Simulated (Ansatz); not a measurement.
Ti3AlC2 (space group P6_3/mmc)

```
Ti3AlC2
1.0
    3.05074     0.00000     0.00000
   -1.52537     2.64202     0.00000
    0.00000     0.00000    18.50010
Ti Al C
6 2 4
Direct
  0.66667   0.33333   0.37313
  0.33333   0.66667   0.62687
  0.33333   0.66667   0.87313
  0.66667   0.33333   0.12687
  0.00000   0.00000   0.50000
  0.00000   0.00000   0.00000
  0.00000   0.00000   0.75000
  0.00000   0.00000   0.25000
  0.33333   0.66667   0.43082
  0.66667   0.33333   0.56918
  0.66667   0.33333   0.93082
  0.33333   0.66667   0.06918
```

The volume is varied about the relaxed value V₀ at fixed cell shape. The atoms relax within the cell's symmetry.

These are PBEsol (plane waves to 420 eV, PAW, scalar-relativistic; Ansatz, a first-principles code) values and carry that method's errors. k mesh 14×14×2 (Γ-centred), Fermi-Dirac smearing 0.05 eV. Stress and pressure are positive under compression. Ti3AlC2 is run without spin polarisation. Ti3AlC2 was relaxed with its symmetry unable to fall.

At one point of the scan the stress tensor (GPa) is:

```
  -11.0      0.0      0.0
    0.0    -11.0      0.0
    0.0      0.0     -9.1
```

**Question.** Which point is it?
A) V/V₀ = 1.075
B) V/V₀ = 1.100
C) V/V₀ = 1.025
D) V/V₀ = 1.050

**Answer.** A, V/V₀ = 1.075

(Under strain, the slope of the energy per volume gives the stress and its curvature an elastic modulus.)
